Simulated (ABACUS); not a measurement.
A self-consistent single point of AlGaN2 (P-4m2, 4 atoms in the cell; from Materials Project mp-1008556, changed as shown) with ABACUS.

Computed with LDA (PW92), PseudoDojo 0.4 standard norm-conserving LDA (tails mended) pseudopotentials (plane waves; ABACUS).

The change in words: lattice vector c scaled by 1.01. Reference geometry (P-4m2):
```yaml
crystal:
  lattice:
    - [3.13648, 0.00000, 0.00000]
    - [0.00000, 3.13648, 0.00000]
    - [0.00000, 0.00000, 4.41765]
  atoms:
    - { symbol: Al, position: [0.50000, 0.50000, 0.50000] }
    - { symbol: Ga, position: [0.00000, 0.00000, 0.00000] }
    - { symbol: N, position: [0.50000, 0.00000, 0.73826] }
    - { symbol: N, position: [0.00000, 0.50000, 0.26174] }
```

Reference input (self-consistent single point, DFT, LDA (PW92), plane waves, PseudoDojo 0.4 standard norm-conserving LDA (tails mended) pseudopotentials): KPT = Gamma 10 10 6 0 0 0; basis_type = pw; dft_functional = PWLDA; ecutwfc = 84 Ry; smearing_method = fixed; potentials = PseudoDojo 0.4 standard norm-conserving LDA (tails mended); symmetry = 1; symmetry_prec = 1e-05; ks_solver = dav; scf_nmax = 100; scf_thr = 1.0e-09 Ry; mixing_type = pulay. This run's input differs from it in these lines:

```diff
@@ -29,3 +29,3 @@
    0.0000000000    3.1364830000    0.0000000000
-   0.0000000000    0.0000000000    4.4176470000
+   0.0000000000    0.0000000000    4.4618230000
 
@@ -37,3 +37,3 @@
 1
-   1.5682415000    1.5682415000    2.2088235000 1 1 1
+   1.5682415000    1.5682415000    2.2309115000 1 1 1
 
@@ -47,4 +47,4 @@
 2
-   1.5682415000    0.0000000000    3.2613720742 1 1 1
-   0.0000000000    1.5682415000    1.1562749258 1 1 1
+   1.5682415000    0.0000000000    3.2939854480 1 1 1
+   0.0000000000    1.5682415000    1.1678375520 1 1 1
 # file: KPT
```

Log, with long lists cut:

```
 SELF-CONSISTENT
 -------------------------------------------
                                 init_chg = atomic

 PW ALGORITHM --------------- ION=   1  ELEC=   1--------------------------------

 Density error is 1.11886838879
                          Error Threshold = 0.01
 E_KohnSham     -198.7327750125      -2703.8981195223
 E_Fermi        0.4298568395         5.8485023408

 PW ALGORITHM --------------- ION=   1  ELEC=   2--------------------------------

 Density error is 1.04989356688
                          Error Threshold = 0.0043033399569
 E_KohnSham     -199.0253173767      -2707.8783625815
   [... lines left out ...]

 Density error is 1.57272021243e-08
                          Error Threshold = 1.38114337261e-09
 E_KohnSham     -199.2303571418      -2710.6680717041
 E_Fermi        0.6245721881         8.4977405709

 PW ALGORITHM --------------- ION=   1  ELEC=   8--------------------------------

 Density error is 4.63495480804e-10
                          Error Threshold = 6.04892389396e-11
 E_KohnSham     -199.2303571451      -2710.6680717490
 E_KS(sigma->0) -199.2303571451      -2710.6680717490
 E_entropy(-TS) 0.0000000000         0.0000000000
 E_Fermi        0.6245684032         8.4976890749
 charge density convergence is achieved
 final etot is -2710.6680717 eV
 EFERMI = 8.4976890749 eV

 STATE ENERGY(eV) AND OCCUPATIONS    NSPIN == 1
   [... 20 lines left out ...]

 TOTAL-FORCE (eV/Angstrom)
                       Al1         0.0000000000         0.0000000000         0.0000000000
                       Ga1         0.0000000000         0.0000000000         0.0000000000
                        N1         0.0000000000         0.0000000000         0.1771871777
                        N2         0.0000000000         0.0000000000        -0.1771871777

 TOTAL-STRESS (KBAR)
       -62.0422347726         0.0000000000         0.0000000000
         0.0000000000       -62.0422347726         0.0000000000
         0.0000000000         0.0000000000       -77.1091863904
 TOTAL-PRESSURE: -67.064552 KBAR

 --------------------------------------------
 !FINAL_ETOT_IS -2710.6680717489985000 eV
 --------------------------------------------
```

The run converged in 8 iterations. Against the reference run the free energy rises by 4.3 meV/atom, the pressure goes from -4.90 to -6.71 GPa, the largest force goes from 0.160 to 0.177 eV/Å and the gap on the mesh goes from 2.915 to 2.826 eV.

The structure comes from a collection of computed structures, made at another level of theory; the collection holds predicted forms beside known ones. Its lattice was then scaled.

Cost on one core: roughly 100 core-seconds.

“Tails mended”: in these copies of the files the far tail of each local potential was reset to the Coulomb form.
